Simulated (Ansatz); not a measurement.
Cu (fcc, Cu type)

```
CELL_PARAMETERS angstrom
      0.00000     1.78189     1.78189
      1.78189     0.00000     1.78189
      1.78189     1.78189     0.00000
ATOMIC_POSITIONS crystal
  Cu 0.00000 0.00000 0.00000
```

E(V) scan at fixed shape, V₀ the volume above. Symmetry pins the atoms to their sites.

Computed with PBEsol (plane waves to 420 eV, PAW, scalar-relativistic; Ansatz, a quantum-chemistry and plane-wave program). k mesh 23×23×23 (Γ-centred), Fermi-Dirac smearing 0.05 eV. Energies are smeared free energies. Cu is run without spin polarisation. Cu was relaxed with its symmetry unable to fall. The zero of ΔE is the relaxed starting cell. The last digit holds for this mesh only.

```tsv
V (Å³/atom)	ΔE (meV/atom)
10.184	72.6
10.467	38.6
10.750	16.1
11.033	3.8
11.316	0.0
11.598	3.7
11.881	13.7
12.164	29.3
12.447	49.5
```

**Question.** What is the fitted pressure derivative B₀′?

**Answer.** 5.0.

**Question.** What bulk modulus B₀ follows from a third-order Birch-Murnaghan fit?

**Answer.** 168 GPa. Check by three points about V = 11.316 Å³/atom, step 0.566: d²E/dV² ≈ (16 − 2·0 + 14) meV / 0.566² = 0.0937 eV/Å⁶, and V·d²E/dV² × 160.2 = 170 GPa.

(A scan under strain: stresses follow from slopes of the energy per volume, elastic moduli from its curvatures.)
